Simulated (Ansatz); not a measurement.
KIO3:
Space group R3c, hexagonal axes (No. 161); a = b = 6.194 Å, c = 15.494 Å, α = β = 90.00°, γ = 120.00°

```json
[
 {"atom": "K", "site": "6a", "symmetry": "3.", "x": "0.0000", "y": "0.0000", "z": "0.2547"},
 {"atom": "I", "site": "6a", "symmetry": "3.", "x": "0.0000", "y": "0.0000", "z": "0.0037"},
 {"atom": "O", "site": "18b", "symmetry": "1", "x": "0.0973", "y": "0.2958", "z": "0.0598"}
]
```
(The calculation used a cell of 10 atoms; values per cell refer to that cell.)

Relaxed with PBEsol.

Question: Tabulate the valence density and the electron localisation function along the shortest I–O contact (1.84 Å), PBEsol (plane waves, PAW; program Ansatz).

Answer: 

```
distance from I (Å)  density (e/Å³)   ELF
-------------------  --------------  ----
0.18                          17.33  0.32
0.28                          15.05  0.18
0.37                          12.02  0.19
0.46                           8.59  0.25
0.55                           5.33  0.33
0.64                           2.93  0.40
0.73                           1.66  0.44
0.83                           1.25  0.46
0.92                           1.23  0.49
1.01                           1.33  0.57
1.10                           1.54  0.66
1.19                           1.94  0.71
1.29                           2.57  0.71
1.38                           3.43  0.66
1.47                           4.43  0.56
1.56                           5.45  0.43
1.65                           6.45  0.32
```

The density is the valence pseudo-density with augmentation charge, so density and ELF within about 1 Å of a nucleus are not all-electron values.

The workflow started from a Materials Project entry (that database holds measured and hypothetical structures alike); the Crystallography Open Database copy checked does not list it. COD files the formula under space group No. 1, 160, so this cell is another polymorph or a model. Whether it is the stable phase at ambient conditions was not checked. The cell was relaxed with PBEsol under the symmetry of its start; whether a distortion lowers the energy is not shown. Scalar-relativistic: spin–orbit coupling is off unless named, which matters more the heavier the elements.

Potentials: the later of the program's two PAW sets.
